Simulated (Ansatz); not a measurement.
Given:

Cd$_{2}$SeS:
```yaml
crystal:
  lattice:
    - [4.15740, 0.00000, 0.00000]
    - [-2.07870, 3.60041, 0.00000]
    - [0.00000, 0.00000, 6.79698]
  atoms:
    - { symbol: Cd, position: [0.00000, 0.00000, 0.48858] }
    - { symbol: Cd, position: [0.33333, 0.66667, 0.01058] }
    - { symbol: Se, position: [0.33333, 0.66667, 0.62715] }
    - { symbol: S, position: [0.00000, 0.00000, 0.12168] }
```

This is the LDA-relaxed structure. Cartesian axes are those of the cell as given.

**Question.** All from plane-wave PAW LDA (Ansatz code), unless another level is named. Estimate the Young's modulus.

**Answer.** 46.6 GPa.

**Question.** Next, the elastic constants (relaxed ions, GPa)?

**Answer.** C11 = 85.9, C12 = 53.1, C13 = 45.9, C14 = 0.9, C33 = 97.6, C44 = 14.4.

**Question.** What about the piezoelectric stress constants (proper, relaxed ions, C/m²)?

**Answer.** e15 = e24 = 0.14, e16 = e21 = -0.03, e22 = 0.03, e31 = e32 = 0.20, e33 = -0.36.

**Question.** And the highest zone-centre frequency (without LO–TO term)?

**Answer.** 273 cm⁻¹.

Space group P3m1. The workflow started from a Materials Project entry (that database holds measured and hypothetical structures alike); the Crystallography Open Database copy checked does not list it. Whether it is the stable phase at ambient conditions was not checked. Symmetry was held in the LDA relaxation; of distortions, only those at the zone centre were tested.

Potentials: the later of the program's two PAW sets.
